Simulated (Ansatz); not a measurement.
Given:

Al₂Au (fluorite type, space group Fm-3m)

```
CELL_PARAMETERS angstrom
      0.00000     5.95664     5.95664
      2.97832     2.97832     5.95664
      2.97832     2.97832     0.00000
ATOMIC_POSITIONS crystal
  Al 0.00000 0.25000 0.25000
  Al 0.50000 0.25000 0.25000
  Al 0.00000 0.75000 0.75000
  Al 0.50000 0.75000 0.75000
  Au 0.00000 0.00000 0.00000
  Au 0.50000 0.00000 0.00000
```

The atoms are displaced by Q × the pattern below (from a DFPT mode at X = (0.5, 0.5, 0.0), largest move 1; Q in Å), at fixed cell. It is one choice among 2 degenerate patterns. (q is in reciprocal vectors of the primitive cell; the cell shown is doubled to hold the pattern.)

```json
[
 {"atom": "Al1", "x": "0.000", "y": "1.000", "z": "0.000"},
 {"atom": "Al2", "x": "0.000", "y": "-1.000", "z": "0.000"},
 {"atom": "Al3", "x": "0.000", "y": "1.000", "z": "0.000"},
 {"atom": "Al4", "x": "0.000", "y": "-1.000", "z": "0.000"},
 {"atom": "Au5", "x": "-0.128", "y": "0.000", "z": "0.000"},
 {"atom": "Au6", "x": "0.128", "y": "0.000", "z": "0.000"}
]
```

Method: LDA (plane waves to 420 eV, PAW, scalar-relativistic; Ansatz, a program for electronic structure). k mesh 14×14×14 (Γ-centred), Fermi-Dirac smearing 0.05 eV. Energies are smeared free energies. With partly filled bands, energies and forces of such displacements shift with the k mesh and the smearing. Al2Au was relaxed with its symmetry unable to fall. Spin-orbit coupling is left out, though Au is heavy. ΔE is measured from the undisplaced structure.

The scan covers Q from -0.100 to 0.100 Å in 13 points.

**Question.** Is this a single well or a double well?

**Answer.** A single well with its minimum at or next to zero displacement.

**Question.** Which space group does the distorted structure have?

**Answer.** Cmcm (No. 63), lowered from Fm-3m.

**Question.** What is the energy change at Q = 0.100 Å?

**Answer.** 202 meV/cell.

**Question.** What harmonic wavenumber does the curvature at Q = 0 give?

**Answer.** 306 cm⁻¹.

(For displaced atoms, the force is minus the slope of the energy, and its curvature is a force constant, which sets phonon frequencies.)
